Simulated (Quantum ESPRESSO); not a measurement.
**Band energies of RbLuO2 at -0.7 % isotropic strain**

```xyz
4
Lattice="1.6791 0.9695 6.3804 -1.6791 0.9695 6.3804 0.0000 -1.9389 6.3804" Properties=species:S:1:pos:R:3 pbc="T T T"
O      0.0000     0.0000    14.8259
O      0.0000     0.0000     4.3153
Rb     0.0000     0.0000     0.0000
Lu     0.0000     0.0000     9.5706
```

PBEsol (Quantum ESPRESSO, PseudoDojo norm-conserving, 100 Ry, without SOC); path ΓLB1,BZΓX,QFP1Z,LP; energies in eV from the valence-band maximum.

```
k (1/Å)  point  band 19  band 20  band 21  band 22  band 23  band 24  band 25  band 26
-------  -----  -------  -------  -------  -------  -------  -------  -------  -------
0.00         Γ    -1.74    -1.59    -0.06     0.00     0.00     3.58     5.05     6.25
0.33              -1.70    -1.54    -0.66    -0.21    -0.15     4.51     5.43     6.16
0.76              -1.61    -1.53    -1.22    -0.57    -0.47     4.57     5.01     6.92
1.09         L    -1.67    -1.60    -1.42    -0.73    -0.59     4.34     4.69     7.27
1.55              -1.64    -1.35    -1.33    -1.19    -0.62     5.41     6.04     6.60
1.77        B1    -1.65    -1.50    -1.20    -1.16    -0.80     5.18     6.48     6.98
1.77         B    -1.65    -1.50    -1.20    -1.16    -0.80     5.18     6.48     6.98
2.21              -1.66    -1.34    -1.16    -0.98    -0.41     4.76     5.52     7.03
2.64              -1.70    -1.54    -0.47    -0.38    -0.22     4.79     5.45     6.01
2.96         Z    -1.74    -1.59    -0.61    -0.07    -0.07     4.33     5.42     6.47
3.46         Γ    -1.74    -1.59    -0.06     0.00     0.00     3.58     5.05     6.25
3.75              -1.71    -1.55    -0.56    -0.21    -0.14     4.39     5.62     5.94
4.14              -1.61    -1.45    -1.09    -0.92    -0.34     5.70     5.70     6.10
4.44              -1.63    -1.38    -1.35    -1.05    -0.51     5.50     6.05     6.23
4.73         X    -1.64    -1.51    -1.20    -1.18    -0.77     5.22     6.58     6.81
4.73         Q    -1.64    -1.51    -1.20    -1.18    -0.77     5.22     6.58     6.81
5.21              -1.68    -1.67    -1.32    -0.56    -0.36     3.34     6.20     6.90
5.33         F    -1.68    -1.67    -1.35    -0.47    -0.32     3.19     6.12     6.88
5.33        P1    -1.67    -1.66    -1.42    -0.49    -0.39     3.33     5.97     6.94
5.41              -1.64    -1.60    -1.51    -0.48    -0.34     3.35     6.02     6.96
5.76              -1.62    -1.50    -1.08    -0.44    -0.21     4.03     6.07     6.43
6.01              -1.69    -1.53    -0.55    -0.29    -0.25     4.68     5.54     6.11
6.36         Z    -1.74    -1.59    -0.61    -0.07    -0.07     4.33     5.42     6.47
6.36         L    -1.67    -1.60    -1.42    -0.73    -0.59     4.34     4.69     7.27
6.69         P    -1.67    -1.66    -1.42    -0.49    -0.39     3.33     5.97     6.94
```

The PBEsol gap is indirect, 3.19 eV, from Γ to F; the smallest direct gap is 3.51 eV.

The 4f states are in the valence at their DFT position.

Geometry strained from the cell relaxed with PBEsol, atoms relaxed again.
